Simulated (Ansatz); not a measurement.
Structures of Cu2Os: which is lowest?

Plane-wave DFT in Ansatz with scalar-relativistic PAW potentials, cutoff 420 eV, Γ-centred meshes chosen by cell and gap, Gaussian smearing with energies taken to zero width. Every cell was relaxed (cell and atoms) in a run of its own, within the symmetry of its start. Functional: PBE.

Relaxed structures (starts from databases or built by putting these elements on another compound's sites):
A. I4/mmm, 3 atoms in the computed cell, a = 2.588 Å, c = 11.555 Å; sites (symmetry × multiplicity) Cu 4mm × 4, Os 4/mmm × 2; start: built
B. Fd-3m, 6 atoms in the computed cell, a = 6.676 Å; sites (symmetry × multiplicity) Cu .-3m × 16, Os -43m × 8; start: built

Rank them by energy. Could pressure change the order?

```csv
structure,group,E − E(lowest) (meV/atom),V (Å³/atom),gap on mesh (eV)
A,I4/mmm,0.0,12.90,0.00
B,Fd-3m,95,12.40,0.00
```

A is lowest, 95 meV/atom under B. B is denser by 0.50 Å³/atom, so pressure favours it: ΔE/ΔV, with ΔE in eV and 1 eV/Å³ = 160.2 GPa, gives about 31 GPa for equal enthalpy if both cells were rigid; at such pressures compression changes ΔV much, so this is a scale only. Other structures may lie lower than all of these, and vibrations aren't counted.

Spin-orbit coupling is left out, which matters for the bands of heavy elements.